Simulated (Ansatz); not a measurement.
W2ZrC2O2, ordered double-metal MXene-type layer, relaxed and computed with two functionals in Ansatz (plane waves, PAW).

```json
[
 {"functional": "PBE", "a (Å)": "3.023", "thickness (Å)": "7.83"},
 {"functional": "r²SCAN+D4", "a (Å)": "?", "thickness (Å)": "?"}
]
```

### Question
Some entries are withheld; supply them.

### Answer

- r²SCAN+D4, a (Å): 3.004
- r²SCAN+D4, thickness (Å): 7.80

All cells were relaxed under the symmetry of their starts (and spin orders); stability against distortions was not tested throughout. Rows with no word on spin ran without spin polarisation. No Hubbard U is applied. Spin–orbit coupling is left out wherever it is not named. Constructed layers (a layer type filled with these elements): W2ZrC2O2, ordered double-metal MXene-type layer; W2ZrC2O2, ordered double-metal MXene-type layer.

Potentials: the later of the program's two PAW sets.

Ansatz (a quantum-chemistry and plane-wave program) is a plane-wave DFT program.
